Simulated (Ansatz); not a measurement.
TiS2 (CdI2 type, space group No. 164) at seven volumes, plane-wave PAW PBE+D3(BJ) (Ansatz code), shape and atoms relaxed at each. One row is withheld.

```json
[
 {"V (Å³/atom)": "16.385", "P (GPa)": "5.53"},
 {"V (Å³/atom)": "16.925", "P (GPa)": "3.26"},
 {"V (Å³/atom)": "17.465", "P (GPa)": "1.41"},
 {"V (Å³/atom)": "18.005", "P (GPa)": "0.01"},
 {"V (Å³/atom)": "18.545", "P (GPa)": "-1.00"},
 {"V (Å³/atom)": "19.085", "P (GPa)": "?"},
 {"V (Å³/atom)": "19.626", "P (GPa)": "-2.12"}
]
```

Q: Fit the shown pressures and predict the withheld one.

A: Third-order Birch–Murnaghan: P = (3/2)B₀(x^(7/2) − x^(5/2))[1 + (3/4)(B′ − 4)(x − 1)] with x = (V₀/V)^(2/3). Least squares on the six rows gives V₀ = 18.023 Å³/atom, B₀ = 38.30 GPa, B′ = 9.31. At V = 19.085, x = 0.9625 and P = -1.66 GPa. The run itself gave -1.65 GPa.

Space group P-3m1 (CdI2 type). Symmetry was held in the PBE+D3(BJ) relaxation. The run is not spin-polarised.

Potentials: the later of the program's two PAW sets.
